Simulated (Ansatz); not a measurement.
Input:

NbSi$_{2}$:
```
NbSi2
1.0
    4.74338     0.00000     0.00000
   -2.37169     4.10789     0.00000
    0.00000     0.00000     6.53771
Nb Si
3 6
Direct
  0.50000   0.00000   0.50000
  0.50000   0.50000   0.83333
  0.00000   0.50000   0.16667
  0.15968   0.31937   0.50000
  0.84032   0.15968   0.83333
  0.68063   0.84032   0.16667
  0.84032   0.68063   0.50000
  0.15968   0.84032   0.83333
  0.31937   0.15968   0.16667
```

This is the LDA-relaxed structure.

All from LDA (plane waves, PAW; program Ansatz), unless another level is named. Give the Hill bulk and shear moduli.

193 and 152 GPa.

Give the highest zone-centre frequency.

401 cm⁻¹.

Space group P6_222. The LDA relaxation kept the symmetry of its start. The run is not spin-polarised. As this level gives no gap, shear constants depend on the k-mesh and smearing (Fermi–Dirac, 0.1 eV here). As this level gives no gap, phonon frequencies hold no LO–TO term and depend on the k-mesh and smearing (Fermi–Dirac, 0.1 eV here).

Potentials: the later of the program's two PAW sets.
